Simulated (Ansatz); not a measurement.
Consider the following.

TiN:
```
CELL_PARAMETERS angstrom
      0.00000     2.11657     2.11657
      2.11657     0.00000     2.11657
      2.11657     2.11657     0.00000
ATOMIC_POSITIONS crystal
  Ti 0.00000 0.00000 0.00000
  N  0.50000 0.50000 0.50000
```

This is the r²SCAN-relaxed structure.

**Question.** All from r²SCAN in the plane-wave PAW code Ansatz, unless another level is named. Give the electronic character.

**Answer.** metallic (no gap).

**Question.** Give the formation energy from the elements (no fitted shifts).

**Answer.** -1.93 eV/atom.

**Question.** Give the density of states at the Fermi level.

**Answer.** 0.41 states/eV per atom (mean over ±0.08 eV).

Space group Fm-3m (rock salt). Symmetry was held in the r²SCAN relaxation; of distortions, only those at the zone centre were tested. No spin polarisation was allowed. With an odd number of electrons in the cell and no spin polarisation, the count alone makes it a metal. The references are the lowest solids computed at this level, not always the standard phases (solids in place of the gases).

Potentials: the earlier of the program's two PAW sets.
